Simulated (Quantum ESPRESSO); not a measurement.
PdTaLi2Mo2Au2, different elements on one site, starting from this cell

Simulated, not a measurement. The program is pw.x of Quantum ESPRESSO 7.5 (plane-wave density functional theory). The cell is made up: eight metal atoms on a face-centred cubic lattice, with elements, volume, strain and displacements drawn at random and not relaxed, so it may be unstable or far from any real phase. PseudoDojo standard norm-conserving files set the functional (PBE unless stated); there is no spin polarisation or spin-orbit coupling, the Fermi-Dirac width of 0.25 eV means electrons at about 2900 K, and the masses in the input are unused placeholders. Heavy elements are run without spin-orbit coupling, which real alloys of them have. A spin test at this wide smearing found no moment, but such smearing suppresses magnetism that the real alloy may have.

The runs put different elements on site 1. Cell, positions, cutoff, mesh and smearing stay as in the input of run 1; sites are counted in its order. Stress in the tables is positive in tension.

Input of run 1:

```
&control calculation='scf', pseudo_dir='./dojo.nc.sr.pbe.v0_5.standard.upf', outdir='./o', disk_io='minimal', tprnfor=.true., tstress=.true. /
&system ibrav=0, nat=8, ntyp=5, nbnd=65, ecutwfc=84.00895049, nosym=.true., tot_charge=0,
 occupations='smearing', smearing='fd', degauss=0.0183746611
/
&electrons conv_thr=1.470e-08, electron_maxstep=70, mixing_beta=0.5 /
ATOMIC_SPECIES
Au 1.0 Au.upf
Li 1.0 Li.upf
Mo 1.0 Mo.upf
Pd 1.0 Pd.upf
Ta 1.0 Ta.upf
CELL_PARAMETERS angstrom
0.0 2.0278 2.0278
-4.0555 2.0278 -2.0278
-4.0555 -6.0833 6.0833
ATOMIC_POSITIONS angstrom
Pd 0.0155 -0.0085 -0.0401
Ta -4.0454 -4.0666 4.0768
Li -4.0378 -2.033 2.0606
Li -4.0074 -0.1543 -0.075
Mo -1.9785 -2.0011 4.0261
Au -2.0524 -0.069 2.047
Au -2.0466 1.9908 -0.0074
Mo -6.0701 -1.9945 4.0948
K_POINTS automatic
8 5 3 1 1 1
```

```
run  elements on sites 1 to 8  -TS (eV)  pressure (GPa)  stress xx (GPa)  stress yy (GPa)  stress zz (GPa)  stress yz (GPa)  stress xz (GPa)  stress xy (GPa)  iterations
  1   Pd Ta Li Li Mo Au Au Mo    -1.328           -4.20             2.46             5.31             4.82             0.42            -0.07             0.43          18
  2   Mg Ta Li Li Mo Au Au Mo    -1.199           -0.91             0.88             1.12             0.74             2.62             0.90            -0.65          17
  3   Ag Ta Li Li Mo Au Au Mo    -1.235           -1.14            -0.60             2.25             1.78             1.84             0.43            -0.06          17
  4   Ir Ta Li Li Mo Au Au Mo    -1.367           -6.31             4.91             7.29             6.73            -0.41            -0.48             0.93          17
```

Forces Fx Fy Fz (eV/Å):

| site | run 1 | run 2 | run 3 | run 4 |
| --- | --- | --- | --- | --- |
| 1 | 0.13 0.21 -0.07 | -0.51 -0.69 0.83 | -0.29 -0.37 0.53 | 0.63 0.87 -0.72 |
| 2 | 0.31 0.17 -0.11 | 0.60 0.79 -0.72 | 0.47 0.57 -0.51 | 0.33 -0.08 0.14 |
| 3 | 0.23 0.26 -0.28 | 0.20 0.22 -0.24 | 0.22 0.25 -0.27 | 0.24 0.26 -0.28 |
| 4 | 0.34 0.41 -0.12 | 0.31 0.25 0.04 | 0.32 0.35 -0.05 | 0.34 0.43 -0.14 |
| 5 | -0.92 -1.10 0.94 | -0.93 -1.09 0.94 | -0.90 -1.12 0.96 | -0.98 -1.11 0.94 |
| 6 | -0.01 -0.17 0.08 | 0.06 -0.12 0.03 | -0.17 -0.23 0.13 | 0.18 -0.16 0.09 |
| 7 | -0.05 -0.04 0.03 | -0.26 -0.21 0.20 | -0.12 -0.13 0.12 | -0.13 -0.07 0.07 |
| 8 | -0.03 0.26 -0.48 | 0.53 0.85 -1.06 | 0.47 0.67 -0.91 | -0.61 -0.14 -0.10 |

Energies are left out, as each element's file has its own zero. A rerun of one cell of this series at a higher cutoff and on a denser mesh moved values by no more than 0.002 eV in energy, 0.05 GPa in stress and 0.012 eV/Å in force, and a second program with other atomic files agreed on that cell to 2 % rms in force and 0.5 GPa in pressure.